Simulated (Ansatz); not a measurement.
Here is the system:

CaO:
```xyz
2
Lattice="0.0000 2.3540 2.3540 2.3540 0.0000 2.3540 2.3540 2.3540 0.0000" Properties=species:S:1:pos:R:3 pbc="T T T"
Ca     0.0000     0.0000     0.0000
O      2.3540     2.3540     2.3540
```

This is the LDA-relaxed structure.

**Question.** All from LDA (plane waves, PAW; program Ansatz), unless another level is named. Estimate the hole effective mass, band 1 of 3 at the edge.

**Answer.** 2.7 along [100], 2.7 along [110], 1.2 along [111] (mₑ).

**Question.** What about the hole effective mass, band 3 of 3 at the edge?

**Answer.** 0.33 along [100], 0.43 along [110], 0.48 along [111] (mₑ).

**Question.** Next, the valence-band maximum?

**Answer.** at Γ.

**Question.** And the weight of the valence-edge state by species (Voronoi cells)?

**Answer.** O 95 %, Ca 5 %.

Space group Fm-3m (rock salt). The cell was relaxed with LDA under the symmetry of its start; phonons on a q-mesh show no instability.

Potentials: the later of the program's two PAW sets.

Edges and masses are those of Kohn–Sham bands, whose gap is no quasiparticle gap.
